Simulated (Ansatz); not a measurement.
BaTiO$_{3}$:
```yaml
crystal:
  lattice:
    - [3.99407, 0.00000, 0.00000]
    - [0.00000, 3.99407, 0.00000]
    - [0.00000, 0.00000, 3.99407]
  atoms:
    - { symbol: Ba, position: [0.00000, 0.00000, 0.00000] }
    - { symbol: Ti, position: [0.50000, 0.50000, 0.50000] }
    - { symbol: O, position: [0.00000, 0.50000, 0.50000] }
    - { symbol: O, position: [0.50000, 0.50000, 0.00000] }
    - { symbol: O, position: [0.50000, 0.00000, 0.50000] }
```

Relaxed with r²SCAN. r²SCAN (plane waves, PAW; program Ansatz) gives a gap of 2.17 eV.

Question: What gap does HSE06 give on the same cell (Ansatz, PAW)?

Answer: 3.21 eV, 1.03 eV more. The hybrid was solved on a coarser mesh and at special points; its gap is the smallest among all of these.

| k | v1 r²SCAN | c1 r²SCAN | v1 HSE06 | c1 HSE06 |
|---|---|---|---|---|
| Γ | -0.11 | 2.17 | -0.08 | 3.21 |
| R | 0.00 | 4.59 | ? | ? |
| M | -0.05 | 3.90 | ? | ? |
| X | -0.70 | 2.30 | ? | ? |

Question: Top valence (v1) and lowest conduction level (c1) in eV from each method's valence maximum (which need not be a listed point): supply the withheld HSE06 values.

Answer: 
- M, v1 HSE06: -0.05
- M, c1 HSE06: 5.16
- X, v1 HSE06: -0.73
- X, c1 HSE06: 3.35
- R, v1 HSE06: 0.00
- R, c1 HSE06: 5.94

Cost on shared cores: the r²SCAN run (SCF on a 7×7×7 mesh, then bands and DOS) very roughly 25 core-seconds, the HSE06 run (SCF on 4×4×4, then a few points) very roughly 70 core-seconds; the tasks are unlike.

Space group Pm-3m (cubic perovskite). This is a known high-temperature phase of the composition, computed here at zero pressure and temperature. The r²SCAN relaxation kept the symmetry of its start. At this level the phase is dynamically unstable (imaginary phonons). The run is not spin-polarised. Spin–orbit coupling is left out wherever it is not named.

Potentials: the later of the program's two PAW sets.
